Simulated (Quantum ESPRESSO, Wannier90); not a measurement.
## Tight-binding from DFT: Si (P6₃/mmc, model phase)

```
CELL_PARAMETERS angstrom
      3.83132     0.00000     0.00000
     -1.91566     3.31802     0.00000
      0.00000     0.00000     6.33262
ATOMIC_POSITIONS crystal
  Si 0.33333 0.66667 0.06301
  Si 0.66667 0.33333 0.93699
  Si 0.66667 0.33333 0.56301
  Si 0.33333 0.66667 0.43699
```

Materials Project entry mp-165; symmetrised, unrelaxed at this level. This isn't the element's usual structure (diamond); take it as a model of another phase. Method: PBEsol plane waves in Quantum ESPRESSO 7.5 (PseudoDojo norm-conserving files, 29 Ry, no spin polarisation, no spin-orbit coupling), Bloch states on a 12×12×6 mesh through Γ, Wannier90 4.0.1. Density: 12×12×6 mesh, Gaussian smearing 0.01 Ry.

Base run: 16 functions from bands 1-26 of the 26 computed, start hydrogen-like Si: s;p, centres 0.05 Å off the atoms, frozen window up to 1.81 eV relative to the valence-band maximum, outer window open. One thing is changed at a time; window edges are relative to the valence-band maximum. The misfit compares interpolated bands with pw.x on a high-symmetry path, for states up to 1.3 eV relative to the valence-band maximum. Converged means that the tolerances were met: symmetric starts can stop on a saddle, which shows as a larger Ω_OD at equal Ω_I and can move the misfit too.

```
setting                    functions  frozen to (eV)  Ω_I (Å²)  Ω_D (Å²)  Ω_OD (Å²)  rms misfit (meV)  worst (meV)                               ended
-------------------------  ---------  --------------  --------  --------  ---------  ----------------  -----------  ----------------------------------
base                              16            1.81     29.10      0.13       3.38               5.4           84                           converged
frozen window to -1.19 eV         16           -1.19     25.24      0.06       2.89               193         1269                           converged
frozen window to -0.19 eV         16           -0.19     25.29      0.06       2.92               195         1282                           converged
frozen window to 5.95 eV          16            5.95         –         –          –                 –            –       stops: too many frozen states
no frozen window                  16            none     23.85      0.02       1.81               343         1451                           converged
outer window to 8.47 eV           16            1.81         –         –          –                 –            –  stops: too few bands in the window
```

Runs of this sweep that didn't settle are not listed.
